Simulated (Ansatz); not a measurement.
HfO2:
```yaml
crystal:
  lattice:
    - [5.09592, 0.00000, 0.00000]
    - [0.00000, 5.17687, 0.00000]
    - [-0.88059, 0.00000, 5.19685]
  atoms:
    - { symbol: Hf, position: [0.27715, 0.04294, 0.20819] }
    - { symbol: Hf, position: [0.72285, 0.54294, 0.29181] }
    - { symbol: Hf, position: [0.72285, 0.95706, 0.79181] }
    - { symbol: Hf, position: [0.27715, 0.45706, 0.70819] }
    - { symbol: O, position: [0.07122, 0.33730, 0.34092] }
    - { symbol: O, position: [0.92878, 0.83730, 0.15908] }
    - { symbol: O, position: [0.92878, 0.66270, 0.65908] }
    - { symbol: O, position: [0.07122, 0.16270, 0.84092] }
    - { symbol: O, position: [0.44713, 0.75818, 0.48001] }
    - { symbol: O, position: [0.55287, 0.25818, 0.01999] }
    - { symbol: O, position: [0.55287, 0.24182, 0.51999] }
    - { symbol: O, position: [0.44713, 0.74182, 0.98001] }
```

Relaxed with PBEsol. Independent-particle spectrum: no excitons, no local fields, no scissors shift; 0.1 eV broadening; ε₁ of the summed bands alone.

Question: Tabulate the dielectric function from PBEsol in the plane-wave PAW code Ansatz.

Answer: 

| E (eV) | ε₁ xx | ε₂ xx | ε₁ yy | ε₂ yy | ε₁ zz | ε₂ zz |
|---|---|---|---|---|---|---|
| 0.0 | 5.05 | 0.00 | 5.03 | 0.00 | 4.71 | 0.00 |
| 0.3 | 5.05 | 0.00 | 5.04 | 0.00 | 4.72 | 0.00 |
| 0.6 | 5.07 | 0.00 | 5.05 | 0.00 | 4.73 | 0.00 |
| 0.9 | 5.10 | 0.00 | 5.08 | 0.00 | 4.76 | 0.00 |
| 1.2 | 5.14 | 0.00 | 5.12 | 0.00 | 4.79 | 0.00 |
| 1.5 | 5.20 | 0.00 | 5.18 | 0.00 | 4.83 | 0.00 |
| 1.8 | 5.27 | 0.00 | 5.25 | 0.00 | 4.89 | 0.00 |
| 2.1 | 5.36 | 0.00 | 5.34 | 0.00 | 4.96 | 0.00 |
| 2.4 | 5.47 | 0.00 | 5.46 | 0.00 | 5.04 | 0.00 |
| 2.7 | 5.60 | 0.00 | 5.59 | 0.00 | 5.14 | 0.00 |
| 3.0 | 5.76 | 0.00 | 5.77 | 0.00 | 5.27 | 0.00 |
| 3.3 | 5.97 | 0.00 | 5.99 | 0.00 | 5.42 | 0.00 |
| 3.6 | 6.24 | 0.00 | 6.30 | 0.00 | 5.61 | 0.00 |
| 3.9 | 6.58 | 0.00 | 6.81 | 0.01 | 5.84 | 0.00 |
| 4.2 | 7.09 | 0.01 | 7.30 | 0.67 | 6.17 | 0.00 |
| 4.5 | 7.93 | 0.16 | 7.44 | 0.87 | 6.64 | 0.05 |
| 4.8 | 9.03 | 1.08 | 8.11 | 0.98 | 7.36 | 0.35 |
| 5.1 | 9.59 | 1.74 | 9.11 | 2.34 | 7.85 | 0.86 |
| 5.4 | 10.02 | 5.42 | 9.19 | 3.87 | 8.60 | 1.86 |
| 5.7 | 8.70 | 6.19 | 7.88 | 5.46 | 8.86 | 3.52 |
| 6.0 | 5.78 | 5.99 | 6.19 | 5.19 | 7.12 | 4.33 |
| 6.3 | 5.58 | 5.55 | 6.50 | 4.91 | 7.25 | 4.78 |
| 6.6 | 6.18 | 5.46 | 5.79 | 5.56 | 5.84 | 5.04 |
| 6.9 | 5.98 | 6.06 | 5.93 | 5.67 | 5.63 | 4.44 |
| 7.2 | 5.20 | 6.92 | 5.38 | 5.96 | 6.32 | 4.61 |
| 7.5 | 3.26 | 6.97 | 4.67 | 7.03 | 5.75 | 5.47 |
| 7.8 | 3.51 | 5.98 | 3.48 | 6.44 | 5.42 | 5.47 |
| 8.1 | 3.11 | 6.21 | 3.55 | 5.75 | 5.34 | 5.71 |
| 8.4 | 3.08 | 5.99 | 3.90 | 6.00 | 5.60 | 6.10 |
| 8.7 | 3.15 | 5.79 | 3.34 | 6.82 | 5.54 | 6.81 |
| 9.0 | 2.64 | 7.03 | 3.12 | 7.48 | 4.65 | 8.46 |
| 9.3 | 1.48 | 6.55 | 1.51 | 7.39 | 2.88 | 9.27 |
| 9.6 | 1.87 | 6.27 | 1.17 | 6.89 | 2.13 | 9.07 |
| 9.9 | 0.86 | 7.27 | 0.41 | 7.03 | 0.10 | 9.30 |
| 10.2 | 0.15 | 6.36 | -0.19 | 6.50 | -1.47 | 8.16 |
| 10.5 | -0.38 | 6.55 | -1.07 | 6.25 | -1.89 | 6.79 |
| 10.8 | -1.57 | 5.85 | -1.68 | 5.26 | -2.38 | 6.09 |
| 11.1 | -1.58 | 4.68 | -1.74 | 4.54 | -2.56 | 5.12 |
| 11.4 | -1.75 | 4.25 | -1.75 | 3.70 | -2.92 | 4.19 |
| 11.7 | -1.68 | 3.59 | -1.33 | 3.06 | -2.46 | 3.15 |
| 12.0 | -1.79 | 3.19 | -1.00 | 3.18 | -2.12 | 2.84 |

With all bands, ε∞ without local fields is 5.30 (xx), 5.28 (yy), 4.97 (zz). DFPT, with local fields, gives 5.04 (xx), 5.06 (yy), 4.75 (zz).

Space group P2_1/c. The cell was relaxed with PBEsol under the symmetry of its start. No spin polarisation was allowed. Spin–orbit coupling is left out wherever it is not named.

Potentials: the later of the program's two PAW sets.
